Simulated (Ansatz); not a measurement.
Al (bcc (W type), Im-3m) at seven volumes, DFT-PBEsol in the program Ansatz with PAW potentials, scaled uniformly. One row is withheld.

```
V (Å³/atom)  P (GPa)
-----------  -------
15.094          8.37
15.591          5.15
16.089          2.39
16.587          0.01
17.084         -2.05
17.582             ?
18.079         -5.31
```

**Question.** Fit the shown pressures and predict the withheld one.

**Answer.** Third-order Birch–Murnaghan: P = (3/2)B₀(x^(7/2) − x^(5/2))[1 + (3/4)(B′ − 4)(x − 1)] with x = (V₀/V)^(2/3). Least squares on the six rows gives V₀ = 16.588 Å³/atom, B₀ = 73.37 GPa, B′ = 4.01. At V = 17.582, x = 0.9619 and P = -3.80 GPa. The run itself gave -3.82 GPa.

The first step of the workflow began from a Materials Project structure, measured or hypothetical; the Crystallography Open Database copy checked does not list it. It is not the phase usual at ambient conditions (space group No. 225). The cell was relaxed with PBEsol under the symmetry of its start. At this level the phase is dynamically unstable (imaginary phonons).

Potentials: the earlier of the program's two PAW sets. The files were generated under PBE; for other functionals the program regenerates the frozen cores, and for LDA and PBEsol the local potential too.
